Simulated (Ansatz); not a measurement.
YbSi₂:
```xyz
6
Lattice="-2.0411 2.0411 6.7637 2.0411 -2.0411 6.7637 2.0411 2.0411 -6.7637" Properties=species:S:1:pos:R:3 pbc="T T T"
Yb     2.0411     0.0000     3.3819
Yb     0.0000     0.0000     6.7637
Si     0.0000     0.0000     1.1369
Si     0.0000     2.0411     4.5187
Si     0.0000     2.0411     2.2450
Si     0.0000     0.0000    12.3905
```

Relaxed with r²SCAN. Special points in fractions of this cell's reciprocal vectors: Γ (0.000, 0.000, 0.000); X (0.000, 0.000, 0.500); P (0.250, 0.250, 0.250); N (0.000, 0.500, 0.000); M (0.500, 0.500, -0.500); S (0.273, 0.727, -0.273); S0 (-0.273, 0.273, 0.273); R (-0.046, 0.046, 0.500); G (0.500, 0.500, -0.046).

Problem. List the band energies nearest the Fermi level at these points for r²SCAN with spin–orbit coupling (plane waves, PAW; program Ansatz).

Solution. In eV from the Fermi level; about four levels below and three above (degenerate sets whole), none deeper than 8.9 eV; points with the same levels are listed once.

```csv
k,below,above
Γ,-0.26 -0.26 -0.03 -0.03,0.90 0.90 1.44 1.44
X,-0.34 -0.34 -0.34 -0.34,1.26 1.26 1.26 1.26
P,-0.34 -0.34 -0.34 -0.34,0.84 0.84 0.98 0.98
N,-0.04 -0.04 0.00 0.00,1.61 1.61 2.56 2.56
M,-0.30 -0.30 -0.30 -0.30,1.05 1.05 1.05 1.05
S,-0.18 -0.18 -0.14 -0.14,0.96 0.96 2.04 2.04
R,-0.34 -0.34 -0.33 -0.33,1.18 1.18 1.21 1.21
```

Space group I4_1/amd. The first step of the workflow began from a Materials Project structure, measured or hypothetical; the Crystallography Open Database copy checked does not list it. COD files the formula under space group No. 191. Whether it is the stable phase at ambient conditions was not checked. The cell was relaxed with r²SCAN under the symmetry of its start; whether a distortion lowers the energy is not shown. No spin polarisation was allowed. The 4f shell is in the valence. No Hubbard U is applied.

Potentials: the later of the program's two PAW sets.
